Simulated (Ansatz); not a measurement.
A geometry of GaIr away from equilibrium: step 12 of the relaxation of a randomly generated symmetric cell of GaIr (space group No. 164). All values below come from PBEsol (plane waves to 420 eV, PAW, scalar-relativistic; Ansatz, an electronic-structure program). Γ-centred k-mesh 8×8×6 on the run's cell (coarser than for final values), Fermi–Dirac smearing 0.05 eV.

```xyz
6
Lattice="5.3183 0.0000 0.0000 -2.6591 4.6058 0.0000 0.0000 0.0000 4.0723" Properties=species:S:1:pos:R:3:forces:R:3 pbc="T T T" free_energy=-46628.078 pressure_GPa=3.1
Ga     0.0000     3.0705     2.0361    0.0000    0.0000    0.0004
Ga     2.6591     1.5353     2.0361    0.0000    0.0000   -0.0004
Ga     0.0000     0.0000     0.0000    0.0000    0.0000    0.0000
Ir     2.6591     0.0000     0.0000    0.0000    0.0000    0.0000
Ir    -1.3296     2.3029     0.0000    0.0000    0.0000    0.0000
Ir     1.3296     2.3029     0.0000    0.0000    0.0000    0.0000
```

Positions in Å, forces in eV/Å, free energy of the cell in eV (comparable only within this code, potentials and settings). Largest force: all forces are below 0.005 eV/Å; the geometry lies 0.01 eV/atom above the end of its relaxation.

No spin polarisation in the result.

The run could not lose the symmetry of its start, so the end can be a saddle point.

The end of the path is a generated cell of GaIr: the first start was made by a random draw of sites in a space group, and the end was not matched to a known phase here, so it may be hypothetical.
